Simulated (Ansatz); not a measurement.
Here is the system:

PbS (rock salt)

```
CELL_PARAMETERS angstrom
      0.00000     6.00891     6.00891
      3.00445     0.00000     3.00445
      3.00445     3.00445     0.00000
ATOMIC_POSITIONS crystal
  S  0.00000 0.00000 0.00000
  S  0.50000 0.00000 0.00000
  Pb 0.25000 0.50000 0.50000
  Pb 0.75000 0.50000 0.50000
```

In this cell atom 2 (S, nearest neighbour Pb at 3.004 Å; its periodic images, 4.2 Å or more away, move with it) is moved by s along Cartesian [111], unit vector (0.577, 0.577, 0.577); all other atoms and the cell stay fixed.

The numbers are results of PBE (plane waves to 420 eV, PAW, scalar-relativistic; Ansatz, a program for electronic structure), not measurements. k mesh 4×8×8 (Γ-centred), Fermi-Dirac smearing 0.05 eV. E stands for the smeared free energy. PbS was relaxed with its symmetry unable to fall. Spin-orbit coupling is left out, though Pb is heavy. ΔE is measured from the undisplaced structure.

The scan covers s from -0.600 to 0.600 Å in 11 points.

Task: Is this a single well or a double well?

Result: A single well with its minimum at or next to zero displacement.

Task: Is the energy the same for equal positive and negative displacements?

Result: Even: the same for both signs. With its periodic images moving along, the atom's site symmetry in this cell is -3m.

Task: What is the force constant k = d²E/ds² of this move at s = 0?

Result: 2.16 eV/Å².

(A displaced cell: forces are minus the slopes of the energy, force constants its curvatures, and phonons follow from these.)
